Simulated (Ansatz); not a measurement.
**VSi₂: from a starting cell to a relaxed one**

The start is a generated cell, VSi2 built in the AFLOW prototype AB2_hP6_194_b_f (as in CaIn2). Cell shape, volume and atoms are optimised at zero target pressure with PBE (plane waves to 420 eV, PAW, scalar-relativistic; Ansatz, an electronic-structure program). The first steps use a coarse 7×7×4 k-mesh.

Starting cell:
```
CELL_PARAMETERS angstrom
      3.86198     0.00000     0.00000
     -1.93099     3.34457     0.00000
      0.00000     0.00000     6.11447
ATOMIC_POSITIONS crystal
  V  0.00000 0.00000 0.25000
  V  0.00000 0.00000 0.75000
  Si 0.33333 0.66667 0.04500
  Si 0.66667 0.33333 0.54500
  Si 0.66667 0.33333 0.95500
  Si 0.33333 0.66667 0.45500
```
Spin-polarised start, with parallel moments on V.

```json
{
 "outcome": "The space group goes from P6₃/mmc (No. 194) to P6/mmm (No. 191), with 3 atoms in the primitive cell",
 "Shortest distances (start → end)": "The closest pairs of elements (up to four, under 3.6 Å), start → end: Si–Si 2.30 → 2.46 Å; V–V 3.06 → 2.49 Å; Si–V 2.56 → 2.76 Å",
 "band_gap_at_the_end": "zero (metallic)",
 "moments_at_the_end": "zero (the starting moments vanished)",
 "optimiser_moves": "10"
}
```

Relaxed structure:

Space group P6/mmm (No. 191); a = 4.2639 Å, b = 4.2639 Å, c = 2.4925 Å, α = 90.00°, β = 90.00°, γ = 120.00°

| atom | site | symmetry | x | y | z |
|---|---|---|---|---|---|
| V | 1b | 6/mmm | 0.0000 | 0.0000 | 0.5000 |
| Si | 2c | -6m2 | 0.3333 | 0.6667 | 0.0000 |

Final values are on a 13×13×19 k-mesh of the relaxed cell. No spin polarisation in the result: the starting moments vanished. The relaxed primitive cell holds an odd number of electrons. A magnetic state may lie lower.

The run could not lose the symmetry of its start, so the end can be a saddle point.

The relaxed structure here is a generated cell of VSi2: the first start was made by placing the elements on the sites of a structure type, and the end was not matched to a known phase here, so it may be hypothetical.
